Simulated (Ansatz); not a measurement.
PtC (rock salt, space group No. 225) at seven volumes, DFT-r²SCAN in the program Ansatz with PAW potentials, scaled uniformly. One row is withheld.

| V (Å³/atom) | P (GPa) |
|---|---|
| 10.006 | 32.99 |
| 10.335 | 20.11 |
| 10.665 | 9.20 |
| 10.995 | 0.00 |
| 11.325 | ? |
| 11.655 | -14.00 |
| 11.985 | -19.23 |

Q: Fit the shown pressures and predict the withheld one.

A: Third-order Birch–Murnaghan: P = (3/2)B₀(x^(7/2) − x^(5/2))[1 + (3/4)(B′ − 4)(x − 1)] with x = (V₀/V)^(2/3). Least squares on the six rows gives V₀ = 10.997 Å³/atom, B₀ = 276.9 GPa, B′ = 4.93. At V = 11.325, x = 0.9806 and P = -7.57 GPa. The run itself gave -7.66 GPa.

Space group Fm-3m (rock salt). The start of the workflow was typed in or built on a structure type; neither database checked (COD, Materials Project) lists it. Its standing as an ambient phase is unchecked. Symmetry was held in the r²SCAN relaxation; its stability against distortions is not shown here. The run is not spin-polarised. Its formation energy is positive at this level, so the cell may be metastable or incomplete. Scalar-relativistic: spin–orbit coupling is off unless named, which matters more the heavier the elements.

Potentials: the earlier of the program's two PAW sets.
